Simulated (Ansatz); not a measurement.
AlCo (CsCl type, Pm-3m) at seven volumes, DFT-PBEsol in the program Ansatz with PAW potentials, scaled uniformly. One row is withheld.

```json
[
 {"V (Å³/atom)": "10.233", "P (GPa)": "22.30"},
 {"V (Å³/atom)": "10.570", "P (GPa)": "13.65"},
 {"V (Å³/atom)": "10.908", "P (GPa)": "6.28"},
 {"V (Å³/atom)": "11.245", "P (GPa)": "-0.02"},
 {"V (Å³/atom)": "11.583", "P (GPa)": "-5.39"},
 {"V (Å³/atom)": "11.920", "P (GPa)": "?"},
 {"V (Å³/atom)": "12.257", "P (GPa)": "-13.91"}
]
```

Problem. Fit the shown pressures and predict the withheld one.

Solution. P = (3/2)B₀(x^(7/2) − x^(5/2))[1 + (3/4)(B′ − 4)(x − 1)] with x = (V₀/V)^(2/3). Least squares on the six rows gives V₀ = 11.244 Å³/atom, B₀ = 194 GPa, B′ = 4.24. At V = 11.920, x = 0.9618 and P = -10.01 GPa. The run itself gave -9.99 GPa.

The cell was relaxed with PBEsol under the symmetry of its start. The workflow began spin-polarised and lost its moments.

Potentials: the later of the program's two PAW sets.
